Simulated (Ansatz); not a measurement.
The calculation used DFT PBE, scalar-relativistic, plane waves, PAW (Ansatz). All cells share a 420 eV cutoff and Γ-centred k meshes spaced at most about 0.3 Å⁻¹ (about 0.25 or finer for metals, 2π included). No spin polarisation in the final relaxations.

All energies are static (0 K, no zero-point motion). All come from trial cells, and lower structures may exist.

Problem. These unrelaxed guesses for SrSn2O3 are each relaxed within their symmetry. Order them by the energy at which they end, lowest first.
A.

```
CELL_PARAMETERS angstrom
5.57950 0.00000 0.00000
-2.78975 4.83198 0.00000
0.00000 0.00000 3.91887
ATOMIC_POSITIONS crystal
Sr 0.00000 0.00000 0.88881
Sn 0.66667 0.33333 0.96314
Sn 0.33333 0.66667 0.96314
O 0.50000 0.50000 0.45952
O 0.50000 0.00000 0.45952
O 0.00000 0.50000 0.45952
```

B.

```
CELL_PARAMETERS angstrom
5.65139 0.00000 0.00000
-2.82570 4.89425 0.00000
0.00000 0.00000 4.15014
ATOMIC_POSITIONS crystal
Sr 0.00000 0.00000 0.00000
Sn 0.66667 0.33333 0.00000
Sn 0.33333 0.66667 0.00000
O 0.00000 0.50000 0.50000
O 0.50000 0.00000 0.50000
O 0.50000 0.50000 0.50000
```

C.

```
CELL_PARAMETERS angstrom
4.51456 0.00000 0.00000
-2.25728 3.90972 0.00000
0.00000 0.00000 7.19183
ATOMIC_POSITIONS crystal
Sr 0.00000 0.00000 0.00000
Sn 0.33333 0.66667 0.25219
Sn 0.66667 0.33333 0.74781
O 0.33333 0.66667 0.64400
O 0.66667 0.33333 0.35600
O 0.00000 0.00000 0.50000
```

D.

```
CELL_PARAMETERS angstrom
4.08593 0.00000 0.00000
-2.04297 3.53852 0.00000
0.00000 0.00000 8.80147
ATOMIC_POSITIONS crystal
Sr 0.00000 0.00000 0.50000
Sn 0.00000 0.00000 0.23220
Sn 0.00000 0.00000 0.76780
O 0.33333 0.66667 0.50000
O 0.66667 0.33333 0.50000
O 0.00000 0.00000 0.00000
```

Solution. A (ends in P6mm, 0 meV/atom), C (ends in P-3m1, 293 meV/atom), B (ends in P6/mmm, 0.61 eV/atom), D (ends in P6/mmm, 0.94 eV/atom).

Weakly bound directions are ill-defined at this level, which has no dispersion term (P6mm, P6/mmm at 31.3 Å³/atom), and this can change margins and order among such cells. Cells relaxed within their symmetry can be saddle points. Some types were kept out of the candidates beforehand, so the set may lack a known form.
